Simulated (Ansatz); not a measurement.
## Li: enthalpy against pressure

Li, P6_3/mmc, a = 3.084 Å, c = 10.181 Å. This isn't the element's structure at ambient conditions. Ansatz: r2SCAN, PAW, 500 eV, Γ-centred 18×18×4 mesh on 4 atoms, Gaussian smearing 0.10 eV; no spin polarisation. Cell and atoms are relaxed at each pressure, and no other structure is tried, so the rows at high pressure may lie past a change of phase. y is the enthalpy over the state at zero pressure; there V0 = 20.970 Å³/atom. The pressures are the targets, met within 0.07 GPa.

| P (GPa) | y (eV/atom) |
| --- | --- |
| -1.0 | -0.1366 |
| 0.0 | 0.0000 |
| 1.0 | 0.1263 |
| 4.0 | 0.4654 |
| 12.0 | ? |
| 25.0 | 2.1902 |
| 50.0 | 3.6998 |
| 90.0 | 5.6325 |

Fit y = c1 P + c2 P² + c3 P³ to the other rows, say what c1 and c2 mean, and predict the missing value.

Least squares on the rows shown. y = 0.10904 P − 0.00093937 P² + 4.7037×10⁻⁶ P³. Since dH/dP = V, c1 is V0: 0.10904 eV/GPa × 160.2 = 17.468 Å³ against 20.970; c2 = −V0/(2B0) gives B0 = 58 GPa, where a Birch–Murnaghan fit to the volumes of the same runs (not shown) gives 12.7 GPa. The volume falls by 67 % over the range, most steeply at the start, which a cubic can't follow: here c1 isn't V0 and c2 doesn't give B0. Above P = −c2/(3 c3) = 67 GPa the cubic's slope, the volume, would rise with pressure, so the form fails there. With a term in P⁴ added, the coefficient of P becomes 0.1258, 15 % more, which shows how far this figure hangs on the form. At P = 12.0 the fit asked for gives 1.1813 eV/atom. The run gave 1.2115 eV/atom, so the fit is 0.0302 eV/atom too low, within twice the rms miss on the fitted rows (0.0243 eV/atom).

The mesh isn't the same in all rows (18×18×4, 18×18×6, 24×24×6).

Cost: 8 runs of about 11 core-minutes in all, on Arm Neoverse N1 (shared hosts).